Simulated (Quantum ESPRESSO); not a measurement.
# TaZr2O5F3: finding a planted mistake in a log

A calculation, not a measurement. The program is pw.x of Quantum ESPRESSO 7.5 (plane-wave density functional theory). The cell is made up: 11 atoms on a rutile lattice with one site empty, with randomly drawn elements, strain and displacements, not relaxed. PseudoDojo standard norm-conserving files (v0.5 for PBE, v0.4.1 for LDA and PBEsol) set the functional; there is no spin polarisation, spin-orbit coupling or dispersion term, and the masses in the input are unused placeholders.

Intended input:

```
&control calculation='scf', pseudo_dir='./dojo.nc.sr.pbe.v0_5.standard.upf', outdir='./o', disk_io='low', tprnfor=.true., tstress=.true. /
&system ibrav=0, nat=11, ntyp=4, nbnd=50, ecutwfc=84.00895049, nosym=.true., tot_charge=0,
 occupations='smearing', smearing='fd', degauss=0.0018374661
/
&electrons conv_thr=7.350e-09, electron_maxstep=60, /
ATOMIC_SPECIES
F 1.0 F.upf
O 1.0 O.upf
Ta 1.0 Ta.upf
Zr 1.0 Zr.upf
CELL_PARAMETERS angstrom
4.7277 -0.0149 0.0333
-0.0149 4.7115 0.0756
0.044 0.0998 6.1108
ATOMIC_POSITIONS angstrom
Ta -0.0481 0.0599 0.0476
Zr 2.3729 2.3913 1.5672
Zr 0.0235 0.1149 3.0282
O 1.4761 1.3908 0.1224
O 3.2869 3.2989 0.1339
F 3.7888 0.9496 1.5506
O 0.8596 3.7682 1.6387
O 1.5093 1.4391 3.0008
O 3.3796 3.3163 3.1354
F 3.7737 1.0471 4.6056
F 0.8885 3.8138 4.7038
K_POINTS automatic
5 5 4 1 1 1
```

The log is shortened where brackets say so; the opening notice, blank lines, dates and the lines on written files are dropped, and the path of the files is cut. It prints rydbergs, bohrs and kilobars, and counts compression as positive stress. Where no state is partly filled, the Fermi energy that it prints is only some level between the filled and the empty states on the mesh, and need not lie in the true gap.

Log of the intended run:

```
     Program PWSCF v.7.5
     Parallel version (MPI & OpenMP), running on       4 processor cores
     Number of MPI processes:                 4
     Threads/MPI process:                     1
     [start-up lines left out]
     bravais-lattice index     =            0
     lattice parameter (alat)  =       8.9343  a.u.
     unit-cell volume          =     918.2549 (a.u.)^3
     number of atoms/cell      =           11
     number of atomic types    =            4
     number of electrons       =        88.00
     number of Kohn-Sham states=           50
     kinetic-energy cutoff     =      84.0090  Ry
     charge density cutoff     =     336.0358  Ry
     scf convergence threshold =      7.3E-09
     mixing beta               =       0.7000
     number of iterations used =            8  plain     mixing
     Exchange-correlation= PBE
                           (   1   4   3   4   0   0   0)
     [axes and pseudopotential details left out]
   Cartesian axes
     site n.     atom                  positions (alat units)
         1        Ta     tau(   1) = (  -0.0101738   0.0126696   0.0100680  )
         2        Zr     tau(   2) = (   0.5018993   0.5057911   0.3314832  )
         3        Zr     tau(   3) = (   0.0049706   0.0243028   0.6405038  )
         4        O      tau(   4) = (   0.3122144   0.2941723   0.0258892  )
         5        O      tau(   5) = (   0.6952222   0.6977604   0.0283216  )
         6        F      tau(   6) = (   0.8013806   0.2008528   0.3279721  )
         7        O      tau(   7) = (   0.1818166   0.7970235   0.3466064  )
         8        O      tau(   8) = (   0.3192366   0.3043884   0.6347083  )
         9        O      tau(   9) = (   0.7148295   0.7014407   0.6631780  )
        10        F      tau(  10) = (   0.7981868   0.2214753   0.9741445  )
        11        F      tau(  11) = (   0.1879293   0.8066685   0.9949151  )
     number of k points=    50  Fermi-Dirac smearing, width (Ry)=  0.0018
                       cart. coord. in units 2pi/alat
        k(    1) = (   0.0996507   0.0991477   0.0943740), wk =   0.0400000
        k(    2) = (   0.0982781   0.0960387   0.2878562), wk =   0.0400000
     [further k points left out]
     Dense  grid:    95433 G-vectors     FFT dimensions: (  54,  54,  72)
     Estimated max dynamical RAM per process >     272.86 MB
     Estimated total dynamical RAM >    1021.54 MB
     Initial potential from superposition of free atoms
     starting charge      87.9943, renormalised to      88.0000
     Starting wfcs are   62 randomized atomic wfcs
     total cpu time spent up to now is        5.2 secs
     per-process dynamical memory:   212.4 Mb
     Self-consistent Calculation
     iteration #  1     ecut=    84.01 Ry     beta= 0.70
     Davidson diagonalization with overlap
     ethr =  1.00E-02,  avg # of iterations =  2.0
     total cpu time spent up to now is       14.7 secs
     total energy              =    -644.59987509 Ry
     estimated scf accuracy    <       4.37429691 Ry
     iteration #  2     ecut=    84.01 Ry     beta= 0.70
     Davidson diagonalization with overlap
     ethr =  4.97E-03,  avg # of iterations =  6.6
     total cpu time spent up to now is       29.8 secs
     total energy              =    -640.58273304 Ry
     estimated scf accuracy    <      37.98355800 Ry
     [iterations 3 to 15 left out]
     iteration # 16     ecut=    84.01 Ry     beta= 0.70
     Davidson diagonalization with overlap
     ethr =  2.61E-11,  avg # of iterations =  3.9
     total cpu time spent up to now is      184.1 secs
     total energy              =    -646.86553794 Ry
     estimated scf accuracy    <          8.4E-09 Ry
     iteration # 17     ecut=    84.01 Ry     beta= 0.70
     Davidson diagonalization with overlap
     ethr =  9.55E-12,  avg # of iterations =  2.2
     total cpu time spent up to now is      193.7 secs
     End of self-consistent calculation
     [lines on levels left out]
     the Fermi energy is     9.2448 ev
!    total energy              =    -646.86553794 Ry
     estimated scf accuracy    <          2.1E-09 Ry
     smearing contrib. (-TS)   =      -0.00000000 Ry
     internal energy E=F+TS    =    -646.86553794 Ry
     The total energy is F=E-TS. E is the sum of the following terms:
     one-electron contribution =    -221.73350106 Ry
     hartree contribution      =     157.18162586 Ry
     xc contribution           =    -145.07326221 Ry
     ewald contribution        =    -437.24040053 Ry
     convergence has been achieved in  17 iterations
     Forces acting on atoms (cartesian axes, Ry/au):
     atom    1 type  3   force =     0.11000799   -0.11631515   -0.11812123
     atom    2 type  4   force =    -0.07626243    0.11982376    0.12261981
     atom    3 type  4   force =     0.03586309   -0.08766317    0.14883179
     atom    4 type  2   force =    -0.14119436   -0.13329397   -0.04830153
     atom    5 type  2   force =     0.14830737    0.15089297   -0.06575157
     atom    6 type  1   force =    -0.00300172    0.00562101   -0.04683696
     atom    7 type  2   force =    -0.04607610    0.06387167   -0.11329388
     atom    8 type  2   force =    -0.05292273   -0.07008746    0.03511564
     atom    9 type  2   force =     0.02636835    0.03317887   -0.04343927
     atom   10 type  1   force =     0.01530161   -0.00534451    0.07137822
     atom   11 type  1   force =    -0.01639107    0.03931599    0.05779896
     Total force =     0.489339     Total SCF correction =     0.000077
     Computing stress (Cartesian axis) and pressure
          total   stress  (Ry/bohr**3)                   (kbar)     P=      168.18
   0.00065952  -0.00077229  -0.00040243           97.02     -113.61      -59.20
  -0.00077229   0.00062845  -0.00012452         -113.61       92.45      -18.32
  -0.00040243  -0.00012452   0.00214187          -59.20      -18.32      315.08
     init_run     :      4.94s CPU      5.13s WALL (       1 calls)
     electrons    :    187.85s CPU    188.48s WALL (       1 calls)
     forces       :      1.84s CPU      1.86s WALL (       1 calls)
     stress       :      6.54s CPU      6.56s WALL (       1 calls)
     [timing details left out]
     PWSCF        :   3m21.32s CPU   3m22.25s WALL
     JOB DONE.
```

A second run was made from an input with one planted mistake. Its log:

```
     Program PWSCF v.7.5
     Parallel version (MPI & OpenMP), running on       4 processor cores
     Number of MPI processes:                 4
     Threads/MPI process:                     1
     [start-up lines left out]
     bravais-lattice index     =            0
     lattice parameter (alat)  =       8.9343  a.u.
     unit-cell volume          =     918.2549 (a.u.)^3
     number of atoms/cell      =           11
     number of atomic types    =            4
     number of electrons       =        88.00
     number of Kohn-Sham states=           50
     kinetic-energy cutoff     =      84.0090  Ry
     charge density cutoff     =     336.0358  Ry
     scf convergence threshold =      7.3E-09
     mixing beta               =       0.7000
     number of iterations used =            8  plain     mixing
     Exchange-correlation= PBE
                           (   1   4   3   4   0   0   0)
     [axes and pseudopotential details left out]
   Cartesian axes
     site n.     atom                  positions (alat units)
         1        Ta     tau(   1) = (  -0.0101738   0.0126696   0.0100680  )
         2        Zr     tau(   2) = (   0.5018993   0.5057911   0.3314832  )
         3        Zr     tau(   3) = (   0.0049706   0.0243028   0.6405038  )
         4        O      tau(   4) = (   0.3122144   0.2941723   0.0258892  )
         5        O      tau(   5) = (   0.6952222   0.6977604   0.0283216  )
         6        F      tau(   6) = (   0.8013806   0.2008528   0.3279721  )
         7        O      tau(   7) = (   0.1818166   0.7970235   0.3466064  )
         8        O      tau(   8) = (   0.3192366   0.3043884   0.6347083  )
         9        O      tau(   9) = (   0.7148295   0.7014407   0.6631780  )
        10        F      tau(  10) = (   0.7981868   0.2214753   0.9741445  )
        11        F      tau(  11) = (   0.1879293   0.8066685   0.9949151  )
     number of k points=     1  Fermi-Dirac smearing, width (Ry)=  0.0018
                       cart. coord. in units 2pi/alat
        k(    1) = (  -0.4989399  -0.4972928  -0.3751288), wk =   2.0000000
     Dense  grid:    95433 G-vectors     FFT dimensions: (  54,  54,  72)
     Estimated max dynamical RAM per process >     154.44 MB
     Estimated total dynamical RAM >     547.84 MB
     Initial potential from superposition of free atoms
     starting charge      87.9943, renormalised to      88.0000
     Starting wfcs are   62 randomized atomic wfcs
     total cpu time spent up to now is        1.8 secs
     per-process dynamical memory:    90.3 Mb
     Self-consistent Calculation
     iteration #  1     ecut=    84.01 Ry     beta= 0.70
     Davidson diagonalization with overlap
     ethr =  1.00E-02,  avg # of iterations =  2.0
     total cpu time spent up to now is        2.6 secs
     total energy              =    -644.53947118 Ry
     estimated scf accuracy    <       4.41372889 Ry
     iteration #  2     ecut=    84.01 Ry     beta= 0.70
     Davidson diagonalization with overlap
     ethr =  5.02E-03,  avg # of iterations =  7.0
     total cpu time spent up to now is        3.8 secs
     total energy              =    -640.31189145 Ry
     estimated scf accuracy    <      40.38577622 Ry
     [iterations 3 to 15 left out]
     iteration # 16     ecut=    84.01 Ry     beta= 0.70
     Davidson diagonalization with overlap
     ethr =  1.91E-11,  avg # of iterations =  4.0
     total cpu time spent up to now is       16.6 secs
     total energy              =    -646.82580996 Ry
     estimated scf accuracy    <          9.8E-09 Ry
     iteration # 17     ecut=    84.01 Ry     beta= 0.70
     Davidson diagonalization with overlap
     ethr =  1.12E-11,  avg # of iterations =  2.0
     total cpu time spent up to now is       17.3 secs
     End of self-consistent calculation
     [lines on levels left out]
     the Fermi energy is     9.4776 ev
!    total energy              =    -646.82580996 Ry
     estimated scf accuracy    <          1.9E-09 Ry
     smearing contrib. (-TS)   =      -0.00000000 Ry
     internal energy E=F+TS    =    -646.82580996 Ry
     The total energy is F=E-TS. E is the sum of the following terms:
     one-electron contribution =    -221.89223566 Ry
     hartree contribution      =     157.41148661 Ry
     xc contribution           =    -145.10466039 Ry
     ewald contribution        =    -437.24040053 Ry
     convergence has been achieved in  17 iterations
     Forces acting on atoms (cartesian axes, Ry/au):
     atom    1 type  3   force =     0.12204026   -0.12984476   -0.14418489
     atom    2 type  4   force =    -0.08208145    0.12122589    0.11669371
     atom    3 type  4   force =     0.04361060   -0.09874138    0.17458740
     atom    4 type  2   force =    -0.16417205   -0.14676997   -0.00582235
     atom    5 type  2   force =     0.16211253    0.17564723   -0.02336080
     atom    6 type  1   force =    -0.01017564    0.01749628   -0.04279224
     atom    7 type  2   force =    -0.03351214    0.05770189   -0.10848374
     atom    8 type  2   force =    -0.07299924   -0.08185447   -0.00789736
     atom    9 type  2   force =     0.03416418    0.05097333   -0.08142847
     atom   10 type  1   force =     0.02535637   -0.01399718    0.06663996
     atom   11 type  1   force =    -0.02434341    0.04816314    0.05604877
     Total force =     0.536856     Total SCF correction =     0.000093
     Computing stress (Cartesian axis) and pressure
          total   stress  (Ry/bohr**3)                   (kbar)     P=      178.92
   0.00097262  -0.00091834  -0.00039857          143.08     -135.09      -58.63
  -0.00091834   0.00092959  -0.00012991         -135.09      136.75      -19.11
  -0.00039857  -0.00012991   0.00174664          -58.63      -19.11      256.94
     init_run     :      1.56s CPU      1.62s WALL (       1 calls)
     electrons    :     15.46s CPU     15.55s WALL (       1 calls)
     forces       :      0.28s CPU      0.30s WALL (       1 calls)
     stress       :      0.66s CPU      0.67s WALL (       1 calls)
     [timing details left out]
     PWSCF        :     18.09s CPU     18.30s WALL
     JOB DONE.
```

Question: what was wrong in the second input?

Answer: the k-point mesh is too coarse. The input lines that differ, file-writing options aside:

```
- 5 5 4 1 1 1
+ 1 1 1 1 1 1
```

```
                                            intended run  run with the mistake
                          free energy (eV)     -8801.054             -8800.513
                    smearing term -TS (eV)        0.0000                0.0000
                            pressure (GPa)         16.82                 17.89
            largest force component (eV/Å)         3.880                 4.516
largest change of a force component (eV/Å)                               1.106
                                iterations            17                    17
```

For scale, a rerun of the intended cell at a cutoff of 1467 eV and k mesh 7 x 7 x 6 moved values by no more than 0.004 eV in energy, 0.03 GPa in stress and 0.002 eV/Å in force.